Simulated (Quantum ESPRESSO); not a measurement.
# Electric field gradients in K$_{3}$RbF$_{4}$ (changed cell)

```
CELL_PARAMETERS angstrom
      5.51929     0.00000     0.00000
      0.00000     5.51929     0.00000
      0.00000     0.00000     5.51929
ATOMIC_POSITIONS crystal
  Rb 0.00000 0.00000 0.00000
  F  0.50000 0.00000 0.00000
  K  0.00000 0.50000 0.50000
  F  0.50000 0.50000 0.50000
  K  0.50000 0.00000 0.50000
  F  0.00000 0.00000 0.50000
  K  0.50000 0.50000 0.00000
  F  0.00000 0.50000 0.00000
```
The cell was made here from a computed Materials Project entry: one of 4 K replaced by Rb, cell and atoms relaxed (PBE without dispersion, pw.x of a modified build of Quantum ESPRESSO, symmetry kept). The parent is KF in Fm-3m. The swapped cell is a model, not a known phase. Stability against distortions was not tested.

Principal values are ordered |Vxx| ≤ |Vyy| ≤ |Vzz|, η = (Vxx − Vyy)/Vzz, and C_Q = eQVzz/h is given by its size. Cores are frozen. Against all-electron runs on small test molecules, this scheme's |Vzz| missed by −6 to +4 % (−29 % in KF) on F.

Quadrupole moments taken as inputs (sizes, barn, from the tables of PySCF and pymatgen): ⁸⁵Rb 0.276, ³⁹K 0.0585.

Question: What do the calculations give at each independent site (field gradients by the PAW reconstruction of the field gradient on a scalar-relativistic PBE ground state (Quantum ESPRESSO, JTH datasets), 22.5 Ha, k-mesh 4×4×4 through Γ)?

Answer: 
| site | site symmetry | Vzz (a.u.) | η_Q | ∣C_Q∣ (MHz) |
|---|---|---|---|---|
| Rb (atom 1) | m-3m | 0 | – | 0 (⁸⁵Rb) |
| F1 (atoms 2, 6, 8) | 4/mmm | -0.124 | 0.00 | – |
| K (atoms 3, 5, 7) | 4/mmm | under 0.02 | – | under 0.27 (³⁹K) |
| F2 (atom 4) | m-3m | 0 | – | – |
